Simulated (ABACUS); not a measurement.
Worked example: self-consistent single point of TaN (P-62m, 6 atoms in the cell; from Materials Project mp-1279, changed as shown) in ABACUS.

All values come from this method and carry its errors: PBEsol, PseudoDojo 0.4 standard norm-conserving PBEsol (tails mended) pseudopotentials (plane waves; ABACUS).

The change in words: volume scaled by 1.04. Reference geometry (P-62m):
```
CELL_PARAMETERS angstrom
      5.20850     0.00000     0.00000
     -2.60425     4.51069     0.00000
      0.00000     0.00000     2.91475
ATOMIC_POSITIONS crystal
  Ta 0.00000 0.00000 0.00000
  Ta 0.33333 0.66667 0.50000
  Ta 0.66667 0.33333 0.50000
  N  0.39239 0.00000 0.00000
  N  0.60761 0.60761 0.00000
  N  0.00000 0.39239 0.00000
```

Reference input (self-consistent single point, DFT, PBEsol, plane waves, PseudoDojo 0.4 standard norm-conserving PBEsol (tails mended) pseudopotentials): KPT = Gamma 5 5 7 0 0 0; basis_type = pw; ecutwfc = 84 Ry; smearing_method = fd; smearing_sigma = 0.00367493 Ry; potentials = PseudoDojo 0.4 standard norm-conserving PBEsol (tails mended); symmetry = 1; symmetry_prec = 1e-05; ks_solver = dav; scf_nmax = 100; scf_thr = 1.0e-09 Ry; mixing_type = broyden. This run's input differs from it in these lines:

```diff
@@ -24,8 +24,8 @@
 LATTICE_CONSTANT
-9.842639
+9.972158
 
 LATTICE_VECTORS
-   0.9999999512    0.0000000000    0.0000000000
-  -0.4999999756    0.8660253010    0.0000000000
-   0.0000000000    0.0000000000    0.5596140651
+   1.0000000460    0.0000000000    0.0000000000
+  -0.4999999283    0.8660252862    0.0000000000
+   0.0000000000    0.0000000000    0.5596140441
 
@@ -38,4 +38,4 @@
    0.0000000000    0.0000000000    0.0000000000 1 1 1
-  -0.0000005000    0.5773504893    0.2798070325 1 1 1
-   0.5000004756    0.2886748116    0.2798070325 1 1 1
+  -0.0000004368    0.5773504795    0.2798070221 1 1 1
+   0.5000005546    0.2886748067    0.2798070221 1 1 1
 
@@ -44,5 +44,5 @@
 3
-   0.3923899809    0.0000000000    0.0000000000 1 1 1
-   0.3038049852    0.5262056331    0.0000000000 1 1 1
-  -0.1961949904    0.3398196678    0.0000000000 1 1 1
+   0.3923900181    0.0000000000    0.0000000000 1 1 1
+   0.3038050716    0.5262056242    0.0000000000 1 1 1
+  -0.1961949719    0.3398196621    0.0000000000 1 1 1
 # file: KPT
```

Log, with long lists cut:

```
 SELF-CONSISTENT
 -------------------------------------------
                                 init_chg = atomic

 PW ALGORITHM --------------- ION=   1  ELEC=   1--------------------------------

 Density error is 1.58319350642
                          Error Threshold = 0.01
 E_KohnSham     -452.3653588977      -6154.7464588232
 E_Fermi        1.3800563528         18.7766299595

 PW ALGORITHM --------------- ION=   1  ELEC=   2--------------------------------

 Density error is 2.09213545797
                          Error Threshold = 0.00293183982671
 E_KohnSham     -452.6847394285      -6159.0918538729
   [... lines left out ...]

 Density error is 1.36063549878e-08
                          Error Threshold = 4.37122210326e-10
 E_KohnSham     -453.0900142888      -6164.6059012291
 E_Fermi        1.3556321707         18.4443219142

 PW ALGORITHM --------------- ION=   1  ELEC=  10--------------------------------

 Density error is 2.3877714847e-10
                          Error Threshold = 2.51969536812e-11
 E_KohnSham     -453.0900142908      -6164.6059012570
 E_KS(sigma->0) -453.0899352978      -6164.6048265010
 E_entropy(-TS) -0.0001579862        -0.0021495119
 E_Fermi        1.3556345319         18.4443540400
 charge density convergence is achieved
 final etot is -6164.6059013 eV
 EFERMI = 18.44435404 eV

 STATE ENERGY(eV) AND OCCUPATIONS    NSPIN == 1
   [... 34 lines left out ...]

 TOTAL-FORCE (eV/Angstrom)
                       Ta1         0.0000000000         0.0000000000         0.0000000000
                       Ta2         0.0000000000         0.0000000000         0.0000000000
                       Ta3         0.0000000000         0.0000000000         0.0000000000
                        N1        -0.1428301892         0.0000000000         0.0000000000
                        N2         0.0714151081         0.1236945498         0.0000000000
                        N3         0.0714150811        -0.1236945498         0.0000000000

 TOTAL-STRESS (KBAR)
      -169.0221826244         0.0000184826         0.0000000000
         0.0000184826      -169.0222440724         0.0000000000
        -0.0000000000         0.0000000000      -178.7137586049
 TOTAL-PRESSURE: -172.252728 KBAR

 --------------------------------------------
 !FINAL_ETOT_IS -6164.6059012569539846 eV
 --------------------------------------------
```

The run converged in 10 iterations. Against the reference run the free energy rises by 33.9 meV/atom, the pressure goes from -6.17 to -17.23 GPa and the largest force goes from 0.014 to 0.143 eV/Å.

The structure comes from a collection of computed structures, made at another level of theory; the collection holds predicted forms beside known ones. No clean gap shows at this smearing width and mesh (spacing up to 0.30 Å⁻¹); the mesh is coarse for partly filled bands, so the values carry mesh errors.

Cost on one core: very roughly 90 core-seconds.

“Tails mended”: in these copies of the files the far tail of each local potential was reset to the Coulomb form.
